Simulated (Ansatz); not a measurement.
V3MoS8: computed properties

Method: DFT PBE, scalar-relativistic, plane waves, PAW (Ansatz 0.2.0).

Settings: cutoff 420 eV, Γ-centred mesh 12×12×2 on the computed 12-atom cell, Gaussian smearing of 0.10 eV; collinear spin from starting moments 0.8 0.8 -0.8 0.0 0.0 0.0 0.0 0.0 0.0 0.0 0.0 0.0 μB.

The structure is relaxed at this level of theory with its symmetry kept, and needn't be the ground state of this composition.

```
CELL_PARAMETERS angstrom
3.18198 0.00000 0.00000
-1.59099 2.75567 0.00000
0.00000 0.00000 27.65605
ATOMIC_POSITIONS crystal
V 0.33333 0.66667 0.00097
V 0.66667 0.33333 0.24741
V 0.66667 0.33333 0.75160
Mo 0.33333 0.66667 0.50003
S 0.33333 0.66667 0.19364
S 0.33333 0.66667 0.69781
S 0.66667 0.33333 0.94714
S 0.66667 0.33333 0.44351
S 0.33333 0.66667 0.30122
S 0.33333 0.66667 0.80540
S 0.66667 0.33333 0.05474
S 0.66667 0.33333 0.55653
```

Q: Formation energy from the elements' standard states (uncorrected)?

A: -0.888 eV/atom.

Q: Kohn–Sham band gap?

A: none (metal).

Q: Density of states at the Fermi level?

A: 2.0 states/eV per cell.

Q: Orbital (Löwdin) character within 0.5 eV of the Fermi level?

A: V 3d 72 %, S 3p 17 %, Mo 4d 7 %.

Q: Total moment?

A: 0.93 μB per cell.

Q: Moment by site (μB)?

A: V1 0.77, V2 0.77, V3 -0.77.

The cell holds layers, chains or molecules and no dispersion correction was added, so their binding is poorly described.

Only this magnetic start was tried.

The cell was found from a structure generator's guess, not taken from experiment. Löwdin shares on free-atom orbitals overweight diffuse shells.
